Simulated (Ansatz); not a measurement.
Field gradients of Si3N4 from run to run

Cell of run 1: a COD entry (perhaps calculated rather than measured).

```cif
data_Si3N4
_symmetry_space_group_name_H-M 'P6_3/m'
_symmetry_Int_Tables_number 176
_cell_length_a 7.6015
_cell_length_b 7.6015
_cell_length_c 2.9061
_cell_angle_alpha 90.000
_cell_angle_beta 90.000
_cell_angle_gamma 120.000
loop_
_atom_site_label
_atom_site_type_symbol
_atom_site_symmetry_multiplicity
_atom_site_Wyckoff_symbol
_atom_site_fract_x
_atom_site_fract_y
_atom_site_fract_z
Si Si 6 h 0.7685 0.1746 0.2500
N7 N 6 h 0.0305 0.3303 0.2500
N13 N 2 d 0.6667 0.3333 0.2500
```

One atom of each set is listed.

Relaxed positions (PBE, cell held):

Si (0.7680, 0.1741, 0.2500)
N7 (0.0300, 0.3299, 0.2500)
N13 (0.6667, 0.3333, 0.2500)

All runs are DFT with Ansatz 0.2.0 (plane waves and PAW, scalar-relativistic unless spin–orbit coupling is named, Γ-centred meshes, Fermi–Dirac smearing where given) in this cell.

Run 1: PBE, gradients read without the response of the cores, atoms as given; 420 eV, 4×4×10 k-points, smearing 0.02 eV.
Run 2: PBE, gradients read without the response of the cores, atoms relaxed; 420 eV, 4×4×10 k-points, smearing 0.02 eV.
Run 3: r2SCAN, gradients read without the response of the cores, at the relaxed atoms; 500 eV, 4×4×10 k-points, smearing 0.02 eV.

```tsv
run	Si V_zz (η)	N7 V_zz (η)	N13 V_zz (η)
1	0.90 (0.28)	-5.13 (0.07)	-5.09 (0.00)
2	0.90 (0.28)	-5.13 (0.07)	-5.08 (0.00)
3	?	?	?
```

V_zz in 10²¹ V/m².

(1) Estimate the row of run 3.

Results:

(1) Si: 0.89 (0.25); N7: -5.15 (0.08); N13: -5.18 (0.00). It lies nearest to run 1, from whose tensors on these sites it differs by 0.09 at most (largest principal value of the difference, on N13). Taken one at a time, the functional (r2SCAN with its higher cutoff) moves the tensors on these sites by up to 0.10 (largest principal value of the change, on N13), the positions of the atoms (as given or relaxed) by 0.03 (N7).

The cell isn't the equilibrium one in runs 1, 2 (calculated pressure 6, 6 GPa), and the entry's cell may itself be off.
